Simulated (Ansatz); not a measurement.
TaN:
```cif
data_N3Ta3
_chemical_formula_sum 'Ta3 N3'
_space_group_name_H-M_alt 'P-62m'
_space_group_IT_number 189
_space_group_name_Hall 'P -6 -2'
_cell_length_a 5.18011
_cell_length_b 5.18011
_cell_length_c 2.89379
_cell_angle_alpha 90.000
_cell_angle_beta 90.000
_cell_angle_gamma 120.000
loop_
_atom_site_label
_atom_site_type_symbol
_atom_site_symmetry_multiplicity
_atom_site_Wyckoff_symbol
_atom_site_fract_x
_atom_site_fract_y
_atom_site_fract_z
_atom_site_occupancy
Ta1 Ta 1 a 0.00000 0.00000 0.00000 1
Ta2 Ta 2 d 0.33333 0.66667 0.50000 1
N1 N 3 f 0.00000 0.39331 0.00000 1
```

Relaxed with PBEsol.

### Question
Which orbitals make up the states near the Fermi level in plane-wave PAW PBEsol (Ansatz code)?

### Answer
Within 0.5 eV of the Fermi level: Ta 5d 79 %, N 2p 11 %. Projections are on Löwdin-orthogonalised atomic valence shells; empty p or d shells of many metals are not among them.

### Question
Tabulate the density of states.

### Answer
States/eV per cell of 6 atoms, in 0.25 eV bins, energy from the Fermi level.

| E (eV) | total | Ta 5d | N 2p | Ta 6s |
|---|---|---|---|---|
| -7.85 | 4.27 | 1.52 | 2.38 | 0.19 |
| -7.60 | 3.32 | 1.17 | 1.86 | 0.14 |
| -7.35 | 3.23 | 1.12 | 1.86 | 0.12 |
| -7.10 | 4.50 | 1.49 | 2.71 | 0.12 |
| -6.85 | 2.58 | 0.89 | 1.53 | 0.06 |
| -6.60 | 2.87 | 0.98 | 1.72 | 0.06 |
| -6.35 | 3.82 | 1.25 | 2.36 | 0.08 |
| -6.10 | 4.12 | 1.15 | 2.73 | 0.10 |
| -5.85 | 5.82 | 1.62 | 3.85 | 0.18 |
| -5.60 | 3.33 | 0.90 | 2.23 | 0.10 |
| -5.35 | 2.53 | 0.76 | 1.62 | 0.07 |
| -5.10 | 4.36 | 1.21 | 2.91 | 0.11 |
| -4.85 | 3.87 | 1.06 | 2.61 | 0.09 |
| -4.60 | 3.28 | 0.79 | 2.33 | 0.08 |
| -4.35 | 3.68 | 0.86 | 2.68 | 0.05 |
| -4.10 | 2.62 | 0.64 | 1.90 | 0.03 |
| -3.85 | 0.93 | 0.42 | 0.40 | 0.08 |
| -3.60 | 0.58 | 0.31 | 0.19 | 0.06 |
| -3.35 | 0.66 | 0.41 | 0.17 | 0.07 |
| -3.10 | 1.72 | 1.36 | 0.22 | 0.11 |
| -2.85 | 2.19 | 1.68 | 0.33 | 0.12 |
| -2.60 | 2.57 | 2.02 | 0.34 | 0.12 |
| -2.35 | 3.48 | 2.77 | 0.42 | 0.15 |
| -2.10 | 4.23 | 3.33 | 0.49 | 0.18 |
| -1.85 | 2.23 | 1.67 | 0.31 | 0.10 |
| -1.60 | 1.46 | 1.13 | 0.24 | 0.04 |
| -1.35 | 1.04 | 0.79 | 0.18 | 0.03 |
| -1.10 | 0.91 | 0.70 | 0.15 | 0.03 |
| -0.85 | 0.76 | 0.58 | 0.12 | 0.03 |
| -0.60 | 0.50 | 0.38 | 0.08 | 0.03 |
| -0.35 | 0.45 | 0.34 | 0.07 | 0.03 |
| -0.10 | 0.48 | 0.37 | 0.07 | 0.03 |
| 0.15 | 0.68 | 0.54 | 0.07 | 0.03 |
| 0.40 | 1.24 | 1.03 | 0.11 | 0.04 |
| 0.65 | 1.68 | 1.40 | 0.15 | 0.04 |
| 0.90 | 2.44 | 1.98 | 0.27 | 0.06 |
| 1.15 | 4.90 | 3.83 | 0.61 | 0.10 |
| 1.40 | 4.42 | 3.52 | 0.46 | 0.09 |
| 1.65 | 4.29 | 3.43 | 0.46 | 0.12 |
| 1.90 | 3.97 | 3.25 | 0.40 | 0.10 |
| 2.15 | 4.70 | 3.71 | 0.57 | 0.10 |
| 2.40 | 3.94 | 3.09 | 0.49 | 0.11 |
| 2.65 | 4.87 | 3.80 | 0.59 | 0.15 |
| 2.90 | 3.92 | 2.84 | 0.57 | 0.15 |
| 3.15 | 5.10 | 3.68 | 0.68 | 0.17 |
| 3.40 | 6.65 | 4.86 | 0.82 | 0.23 |
| 3.65 | 6.08 | 4.50 | 0.76 | 0.15 |
| 3.90 | 3.94 | 2.77 | 0.64 | 0.13 |
| 4.15 | 3.17 | 2.23 | 0.53 | 0.11 |
| 4.40 | 3.85 | 2.39 | 0.69 | 0.23 |
| 4.65 | 3.46 | 2.03 | 0.69 | 0.22 |

Symmetry was held in the PBEsol relaxation. The run is not spin-polarised. Scalar-relativistic: spin–orbit coupling is off unless named, which matters more the heavier the elements.

Potentials: the earlier of the program's two PAW sets. The files were generated under PBE; for other functionals the program regenerates the frozen cores, and for LDA and PBEsol the local potential too.
